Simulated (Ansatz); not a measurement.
## Conduction electrons in ScCd (Pm-3m)

```xyz
2
Lattice="3.4387 0.0000 0.0000 0.0000 3.4387 0.0000 0.0000 0.0000 3.4387" Properties=species:S:1:pos:R:3 pbc="T T T"
Sc    1.7194    1.7194    1.7194
Cd    0.0000    0.0000    0.0000
```

Conventional cell: a = 3.439 Å, b = 3.439 Å, c = 3.439 Å, α = 90.00°, β = 90.00°, γ = 90.00°. Sc (atom 1) has 8 Cd at 2.98 Å as nearest neighbours. Cd (atom 2) is surrounded by 8 Sc at 2.98 Å.

Computed, not measured; unless marked otherwise by LDA, all-electron LAPW in Ansatz 0.2.0, scalar-relativistic. k mesh 12×12×12, fine mesh 16×16×16, Fermi-Dirac smearing of 0.050 eV, basis error target 1 meV/atom. The cell was relaxed by PAW under this functional, which moved its volume by -7 % from the database entry's. The structure is one entry of a database and needn't be the stable phase.

Levels and slopes are solved on a 16×16×16 mesh, and each state is taken as quadratic over its cell.

What is the density of states at the Fermi level, and which bare Sommerfeld coefficient follows?

N(E_F) = 1.01 states/eV/atom (both spins), so γ = (π²/3) k_B² N(E_F) = 2.39 mJ/(mol-atom K²) without electron-phonon or spin-fluctuation enhancement.

What Drude plasma energy and σ/τ do the band velocities give?

(ħω_p,α)² = (e²/ε₀VN_k) Σ_nkσ (∂E/∂k_α)² δ(E − E_F) gives ħω_p = (4.17, 4.17, 4.17) eV along x, y, z, and σ/τ = ε₀ω_p² = 3.56×10²⁰ Ω⁻¹m⁻¹s⁻¹ along x. Weighted by the density of states, the mean Fermi speed is 0.335×10⁶ m/s; the surface has an area of 13.7 Å⁻² for each spin direction.

Which bands cross the Fermi level, and what do they carry?

```
band  filled part  N (states/eV/cell)  speed (10⁶ m/s)  5th to 95th percentile  area (Å⁻²)        filling
   1         0.97               0.545            0.214            0.10 to 0.33        2.35    nearly full
   2         0.53                1.48             0.38            0.12 to 0.55        11.3  partly filled
```

Map the plane k₃ = 1/2 of the mesh: how many bands lie under the Fermi level at each point, counted from the least on the plane?

k₁ runs to the right and k₂ upwards, each from −½ to ½ with 0 in the middle (the axes needn't be at right angles):
```
1111111111111111
1111111111111111
1111111101111111
1111110000011111
1111100000001111
1111000000000111
1111000000000111
1110000000000011
1111000000000111
1111000000000111
1111100000001111
1111110000011111
1111111101111111
1111111111111111
1111111111111111
1111111111111111
```

On PAW files the program sums the optical response inside the mesh cells, interband lines and its own Drude term. Where does ε₁ rise through zero (a sharp plasmon if ε₂ is small there), and how much light is reflected?

| Item | Value |
| --- | --- |
| Fine mesh | 16, 16, 16 |
| Window top | 30 eV |
| Line width | 0.1 eV |
| Drude damping | 0.1 eV |
| ε₁ rises through zero at x | 0.77, 2.93, 11.9 eV |
| ε₂ there x | 12.04, 8.65, 0.39 |
| Plasma energy (x, y, z) | 4.208, 4.208, 4.208 eV |
| Reflectivity at 1 eV, x-polarised | 0.5037 |
| Reflectivity at 2 eV, x-polarised | 0.4854 |
| Reflectivity at 3 eV, x-polarised | 0.3772 |

The plasma energy here is the program's own sum at the run's smearing; it differs from the value above by up to 1 %, through mesh and smearing.

What does PAW give for the same cell?

N(E_F) = 1.01 states/eV/atom and ħω_p,x = 4.17 eV.

Caveats: filled d bands lie too high at this level, so their transitions start too early; these sums move with the mesh, by several per cent and more for small sheets; frozen-core PAW files fitted under PBE, their cores solved anew for the functional of the run.
